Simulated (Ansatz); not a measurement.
Ga₄AsP₃, ordered on the zincblende lattice (R3m) with 8 atoms a cell: a single-point calculation in the plane-wave code Ansatz (HSE06). The cell was relaxed beforehand with r2SCAN.

input.yaml:
```yaml
crystal:
  lattice:
    - [1.9460444888, 1.1235493095, 12.7150756967]
    - [-1.9460444888, 1.1235493095, 12.7150756967]
    - [0.0, -2.247098619, 12.7150756967]
  atoms:
    - { symbol: P, position: [0.0011390241, 0.0011390241, 0.0011390241] }
    - { symbol: P, position: [0.7500110053, 0.7500110053, 0.7500110053] }
    - { symbol: P, position: [0.4989032171, 0.4989032171, 0.4989032171] }
    - { symbol: As, position: [0.2498907577, 0.2498907577, 0.2498907577] }
    - { symbol: Ga, position: [0.6880537346, 0.6880537346, 0.6880537346] }
    - { symbol: Ga, position: [0.4369324012, 0.4369324012, 0.4369324012] }
    - { symbol: Ga, position: [0.1857259592, 0.1857259592, 0.1857259592] }
    - { symbol: Ga, position: [0.9393439009, 0.9393439009, 0.9393439009] }
kpoints:
  mp_grid: { grid: [4, 4, 4] }
  band_path:
    path:
      - [0.0, 0.0, 0.0]
      - [-0.5, -0.5, -0.5]
      - [-0.5, -0.1718720787, -0.8281279213]
      - [-0.1718720787, 0.1718720787, -0.5]
      - [0.0, 0.0, -0.5]
      - [0.0, 0.3359360394, -0.3359360394]
      - [-0.3359360394, 0.0, -0.6640639606]
      - [-0.5, 0.0, -0.5]
    npoints: 1
hamiltonian:
  xc: hse06
scf:
  occupations: { method: fixed }
  n_extra_bands: 6
output:
  forces: true
  stress: true
  eigenvalues: true
```

Command: `ansatz run input.yaml --threads 4 --pin off --max-ram 6451MiB --backend cpu --events-out ev --progress --plain --runs-dir out`. Wall time 3.7 min on 4 threads of Arm Neoverse V2, on a shared host; peak host memory 3.5 GiB.

The output, standing remarks left out:
```
scf.n_extra_bands = 6 over 41 filled bands (N_el = 82.0): the run solves 47 bands
Functional definition: HSE06
Crystal: 8 atoms, lattice volume = 166.807 Å³
Basis set: ecut = 420 eV, 3295 PW (Γ), FFT grids on a1−a3, a2−a3, a3
Symmetry: 6 space group operations
Space group: R3m (ITA 160)
k-points: 13 of 64 (time reversal used)
[warm-up without exact exchange]
SCF 1 stopped early in 5 iterations: F = -22258.133527 eV  dr2 = 4.79e-5
[exact exchange on]
Exchange kernel: α = 0.2500, screened, ω = 0.2079 Å⁻¹, Wigner–Seitz truncation, v(0) = 1033.5271 eV·Å³, q-mesh 4×4×4
preconditioner: auto → none  [insulator: Δε(μ)=2.076 eV  ℏωp=24.4 eV]
SCF 2 stopped early in 8 iterations: F = -22263.119942 eV  dr2 = 1.31e-5
hybrid outer 1: dexx = +3.944e-2 eV, tail = 1.70e-4 eV
SCF 3 converged in 7 iterations: F = -22263.119414 eV  dr2 = 1.27e-9
hybrid outer 2: dexx = +5.682e-6 eV, tail = 9.11e-8 eV, Δε = 4.97e-3 eV, ΔF = 8.17e-3 eV/Å
SCF 4 converged in 2 iterations: F = -22263.119413 eV  dr2 = 8.78e-10
hybrid outer 3: dexx = +2.928e-9 eV, tail = 2.46e-9 eV, Δε = 8.55e-5 eV, ΔF = 2.20e-4 eV/Å
Free energy (F): -22263.119413 eV
Fermi energy:    7.088152 eV
--- Forces (eV/Å), atoms counted from 1 ---
  atom   1  P       0.00000      0.00000      0.00826
  atom   2  P       0.00000      0.00000    -0.00195
  atom   3  P       0.00000      0.00000    -0.00925
  atom   4  As      0.00000      0.00000    -0.01452
  atom   5  Ga      0.00000      0.00000      0.00153
  atom   6  Ga      0.00000      0.00000      0.00086
  atom   7  Ga      0.00000      0.00000      0.00667
  atom   8  Ga      0.00000      0.00000      0.00841
--- Stress (GPa, compression-positive) ---
        1.189452       0.000000       0.000000
        0.000000       1.189452       0.000000
        0.000000       0.000000       0.198510
  P = ⅓ Tr σ = 0.8591 GPa (8.591 kbar)
```

Levels at the listed points, from bands.tsv (eV from the Fermi energy, bands near the gap, counted from 0):
```tsv
# k_distance	band_36	band_37	band_38	band_39	band_40	band_41	band_42	band_43	band_44
# fermi_ev = 7.088152
# [0, 0, 0] at k_distance = 0.000000
# [-0.5, -0.5, -0.5] at k_distance = 0.247076
# [-0.5, -0.1718720787, -0.8281279213] at k_distance = 1.306501
# [-0.1718720787, 0.1718720787, -0.5] at k_distance = 1.473771
# [0, 0, -0.5] at k_distance = 2.028694
# [0, 0.3359360394, -0.3359360394] at k_distance = 2.577278
# [-0.3359360394, 0, -0.6640639606] at k_distance = 2.742637
# [-0.5, 0, -0.5] at k_distance = 3.272350
# levels_relative_to = fermi_ev
0.000	-0.747	-0.747	-0.138	0.000	0.000	2.130	2.292	2.585	2.891
0.247	-1.189	-0.565	-0.565	-0.090	-0.090	2.194	2.396	2.908	3.159
1.307	-4.044	-2.712	-2.641	-2.411	-2.280	3.146	3.231	4.142	4.176
1.474	-4.044	-2.712	-2.641	-2.411	-2.280	3.146	3.231	4.142	4.176
2.029	-2.794	-2.450	-2.327	-1.815	-1.519	2.280	2.487	3.080	3.201
2.577	-4.027	-2.778	-2.566	-2.467	-2.232	3.016	3.563	3.648	4.552
2.743	-4.027	-2.778	-2.566	-2.467	-2.232	3.016	3.563	3.648	4.552
3.272	-3.046	-2.483	-2.223	-1.344	-1.309	2.078	2.155	2.367	2.898
```
In order the rows are Γ, T, H₂, H₀, L, S₀, S₂, F.

The HSE06 gap is indirect, 2.08 eV (Γ to F), below the direct gap of 2.13 eV at Γ. The gap is the least over the mesh and the extra points. With the atoms held, the mean pressure is +0.9 GPa (compression positive). (The program warns that its thresholds are loose for a hybrid's stress.)

No spin polarisation. The prototype was imposed, so other structures may be more stable.

Spin-orbit coupling is left out.
